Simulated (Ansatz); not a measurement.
HfScTaN3:
```xyz
6
Lattice="3.1625 0.0000 0.0000 -1.5812 2.7388 0.0000 0.0000 0.0000 7.7082" Properties=species:S:1:pos:R:3 pbc="T T T"
Hf     0.0000     0.0000     7.6713
Sc     0.0000     1.8258     2.6093
Ta     1.5812     0.9129     5.1479
N      1.5812     0.9129     1.2593
N      0.0000     0.0000     3.8954
N      0.0000     1.8258     6.3956
```

Relaxed with r²SCAN. Special points in fractions of this cell's reciprocal vectors: Γ (0.000, 0.000, 0.000); M (0.500, 0.000, 0.000); K (0.333, 0.333, 0.000); A (0.000, 0.000, 0.500); L (0.500, 0.000, 0.500); H (0.333, 0.333, 0.500).

**Question.** List the band energies nearest the Fermi level at these points for plane-wave PAW r²SCAN (Ansatz code).

**Answer.** In eV from the Fermi level; about four levels below and three above (degenerate sets whole), none deeper than 8.9 eV; points with the same levels are listed once.

| k | below | above |
|---|---|---|
| Γ | -2.96 -2.96 -0.75 -0.75 -0.47 | 1.47 1.63 1.63 |
| M | -5.25 -3.82 -3.77 -3.59 | 0.93 1.27 2.61 |
| K | -5.72 -5.67 -5.24 -5.06 | 0.16 0.46 0.64 |
| A | -3.90 -3.90 -0.51 -0.51 -0.24 | 0.67 1.14 1.14 |
| L | -4.74 -4.23 -2.25 -1.07 | 2.60 2.66 3.29 |
| H | -5.77 -5.60 -5.36 -5.08 | 0.60 0.82 0.91 |

Space group P3m1. The start of the workflow was typed in or built on a structure type; neither database checked (COD, Materials Project) lists it. Whether it is the stable phase at ambient conditions was not checked. The r²SCAN relaxation kept the symmetry of its start; whether a distortion lowers the energy is not shown. The run is not spin-polarised. With an odd number of electrons in the cell and no spin polarisation, the count alone makes it a metal. Spin–orbit coupling is left out wherever it is not named.

Potentials: the earlier of the program's two PAW sets.
